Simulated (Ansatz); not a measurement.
Values for one crystal, relaxed and computed with PBE in the plane-wave PAW code Ansatz; other levels are named.

```yaml
volume_per_atom: 14.96 Å³
electronic_character: metallic (no gap)
Formation energy from the elements (no fitted shifts): -104 kJ/mol-atom
Bulk modulus (Birch–Murnaghan fit): 1740 kbar
Density of states at the Fermi level: 0.36 states/eV per atom (mean over ±0.08 eV)
Pressure derivative B′: 4.1
```

Which compound is it?
(A) AlMo2C, P6_3/mmc (Al on 2d, Mo on 4f, C on 2a)
(B) AlRu2C, P6_3/mmc (Al on 2d, Ru on 4f, C on 2a)
(C) Hf2SiN, P6_3/mmc (Si on 2d, Hf on 4f, N on 2a)
(D) Zn3GaNO3, P3m1 (Pearson symbol hP8)

C, Hf2SiN, P6_3/mmc (Si on 2d, Hf on 4f, N on 2a)

The start of the workflow was typed in or built on a structure type; neither database checked (COD, Materials Project) lists it. Its standing as an ambient phase is unchecked. The PBE relaxation kept the symmetry of its start; whether a distortion lowers the energy is not shown. The run is not spin-polarised. The references are the lowest solids computed at this level, not always the standard phases (solids in place of the gases). Spin–orbit coupling is left out wherever it is not named.

Potentials: the earlier of the program's two PAW sets.
